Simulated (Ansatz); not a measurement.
Rh:
Space group Fm-3m (No. 225); a = b = c = 3.780 Å, α = β = γ = 90.00°

| atom | site | symmetry | x | y | z |
|---|---|---|---|---|---|
| Rh | 4a | m-3m | 0.0000 | 0.0000 | 0.0000 |
(The calculation used a cell of 1 atom; values per cell refer to that cell.)

Relaxed with PBEsol.

Q: Which orbitals make up the states near the Fermi level in plane-wave PAW PBEsol (Ansatz code)?

A: Within 0.5 eV of the Fermi level: Rh 4d 96 %. Projections are on Löwdin-orthogonalised atomic valence shells; empty p or d shells of many metals are not among them.

Q: Tabulate the density of states.

A: States/eV per cell of 1 atom, in 0.25 eV bins, energy from the Fermi level.

| E (eV) | total | Rh 4d | Rh 5s | Rh 4p |
|---|---|---|---|---|
| -7.85 | 0.04 | 0.00 | 0.03 | 0.00 |
| -7.60 | 0.05 | 0.00 | 0.05 | 0.00 |
| -7.35 | 0.07 | 0.00 | 0.06 | 0.00 |
| -7.10 | 0.08 | 0.00 | 0.07 | 0.00 |
| -6.85 | 0.10 | 0.01 | 0.09 | 0.00 |
| -6.60 | 0.13 | 0.02 | 0.10 | 0.00 |
| -6.35 | 0.36 | 0.21 | 0.14 | 0.00 |
| -6.10 | 0.95 | 0.69 | 0.24 | 0.01 |
| -5.85 | 1.37 | 1.08 | 0.27 | 0.01 |
| -5.60 | 1.95 | 1.59 | 0.33 | 0.01 |
| -5.35 | 1.84 | 1.61 | 0.21 | 0.01 |
| -5.10 | 1.57 | 1.43 | 0.12 | 0.01 |
| -4.85 | 1.24 | 1.15 | 0.08 | 0.01 |
| -4.60 | 1.11 | 1.04 | 0.05 | 0.01 |
| -4.35 | 1.29 | 1.23 | 0.04 | 0.01 |
| -4.10 | 1.26 | 1.19 | 0.05 | 0.01 |
| -3.85 | 1.20 | 1.12 | 0.05 | 0.01 |
| -3.60 | 1.36 | 1.27 | 0.07 | 0.01 |
| -3.35 | 1.41 | 1.30 | 0.08 | 0.01 |
| -3.10 | 1.80 | 1.66 | 0.10 | 0.01 |
| -2.85 | 2.50 | 2.35 | 0.11 | 0.01 |
| -2.60 | 1.69 | 1.56 | 0.08 | 0.01 |
| -2.35 | 1.27 | 1.16 | 0.08 | 0.01 |
| -2.10 | 1.25 | 1.15 | 0.07 | 0.01 |
| -1.85 | 1.14 | 1.05 | 0.06 | 0.00 |
| -1.60 | 1.40 | 1.31 | 0.06 | 0.00 |
| -1.35 | 1.54 | 1.45 | 0.05 | 0.00 |
| -1.10 | 1.39 | 1.31 | 0.05 | 0.00 |
| -0.85 | 1.25 | 1.18 | 0.04 | 0.00 |
| -0.60 | 1.16 | 1.10 | 0.04 | 0.00 |
| -0.35 | 1.13 | 1.08 | 0.04 | 0.00 |
| -0.10 | 1.20 | 1.14 | 0.04 | 0.00 |
| 0.15 | 1.39 | 1.33 | 0.04 | 0.00 |
| 0.40 | 2.00 | 1.94 | 0.05 | 0.00 |
| 0.65 | 1.67 | 1.61 | 0.05 | 0.00 |
| 0.90 | 0.85 | 0.77 | 0.06 | 0.00 |
| 1.15 | 0.22 | 0.14 | 0.07 | 0.00 |
| 1.40 | 0.23 | 0.13 | 0.08 | 0.00 |
| 1.65 | 0.23 | 0.12 | 0.08 | 0.00 |
| 1.90 | 0.23 | 0.11 | 0.09 | 0.00 |
| 2.15 | 0.23 | 0.10 | 0.09 | 0.00 |
| 2.40 | 0.23 | 0.09 | 0.10 | 0.00 |
| 2.65 | 0.23 | 0.09 | 0.10 | 0.00 |
| 2.90 | 0.24 | 0.08 | 0.10 | 0.00 |
| 3.15 | 0.24 | 0.07 | 0.10 | 0.00 |
| 3.40 | 0.24 | 0.06 | 0.10 | 0.00 |
| 3.65 | 0.24 | 0.06 | 0.10 | 0.00 |
| 3.90 | 0.24 | 0.05 | 0.10 | 0.00 |
| 4.15 | 0.24 | 0.05 | 0.10 | 0.00 |
| 4.40 | 0.24 | 0.04 | 0.09 | 0.00 |
| 4.65 | 0.23 | 0.04 | 0.09 | 0.00 |

The cell was relaxed with PBEsol under the symmetry of its start. The run is not spin-polarised. Scalar-relativistic: spin–orbit coupling is off unless named, which matters more the heavier the elements.

Potentials: the earlier of the program's two PAW sets. The files were generated under PBE; for other functionals the program regenerates the frozen cores, and for LDA and PBEsol the local potential too.
